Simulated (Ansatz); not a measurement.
With the program Ansatz at the LDA level (PAW), SiTe in the tetragonal phase (P4/nmm; Si on 2c, Te on 2a) relaxes to a = 4.918 Å, c = 3.934 Å. Against the elements it lies at 43 kJ/mol of atoms, with no fitted shifts.

Electronic character: metallic (no gap).

The highest mode at Γ lies at 5.44 THz.

The start of the workflow was typed in or built on a structure type; neither database checked (COD, Materials Project) lists it. Its standing as an ambient phase is unchecked. Symmetry was held in the LDA relaxation; its stability against distortions is not shown here. The volume moved by -20 % from the start of the relaxation. Its formation energy is positive at this level, so the cell may be metastable or incomplete. A crystal of weakly bound layers computed without a dispersion correction: the cell and the soft elastic constants depend strongly on that. As this level gives no gap, phonon frequencies hold no LO–TO term and depend on the k-mesh and smearing (Fermi–Dirac, 0.1 eV here). The references are the lowest solids computed at this level, not always the standard phases. Spin–orbit coupling is left out wherever it is not named.

Potentials: the earlier of the program's two PAW sets. The files were generated under PBE; for other functionals the program regenerates the frozen cores, and for LDA and PBEsol the local potential too.
